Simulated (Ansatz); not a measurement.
In:
```
In
1.0
   -1.66206     1.66206     2.22745
    1.66206    -1.66206     2.22745
    1.66206     1.66206    -2.22745
In
1
Direct
  0.00000   0.00000   0.00000
```

Relaxed with LDA. Special points in fractions of this cell's reciprocal vectors: Γ (0.000, 0.000, 0.000); X (0.000, 0.000, 0.500); P (0.250, 0.250, 0.250); N (0.000, 0.500, 0.000); M (0.500, 0.500, -0.500); S (0.389, 0.611, -0.389); S0 (-0.389, 0.389, 0.389); R (-0.278, 0.278, 0.500); G (0.500, 0.500, -0.278).

**Question.** List the band energies nearest the Fermi level at these points for the program Ansatz at the LDA level (PAW).

**Answer.** In eV from the Fermi level; about four levels below and three above (degenerate sets whole), none deeper than 8.9 eV; … stands for higher levels left out; points with the same levels are listed once.

| k | below | above |
|---|---|---|
| Γ | – | 10.91 11.06 11.06 |
| X | -2.61 -2.41 | 4.24 4.53 … |
| P | -1.76 -0.18 -0.18 | 1.22 … |
| N | -4.44 -3.64 | 8.20 9.05 … |
| M | -2.01 -1.42 | 3.60 3.60 … |
| S | -1.72 -1.11 | 0.36 4.46 … |
| R | -1.39 -0.28 | 0.02 1.59 … |

Space group I4/mmm (body-centred tetragonal). Its axis ratio c/a = 1.34 departs by over 6 % from that of the usual cell of this phase: another minimum, or an error of the functional. The cell keeps a stress of up to 0.2 GPa. The cell was relaxed with LDA under the symmetry of its start; whether a distortion lowers the energy is not shown. The volume moved by -53 % from the start of the relaxation. Scalar-relativistic: spin–orbit coupling is off unless named, which matters more the heavier the elements.

Potentials: the later of the program's two PAW sets.
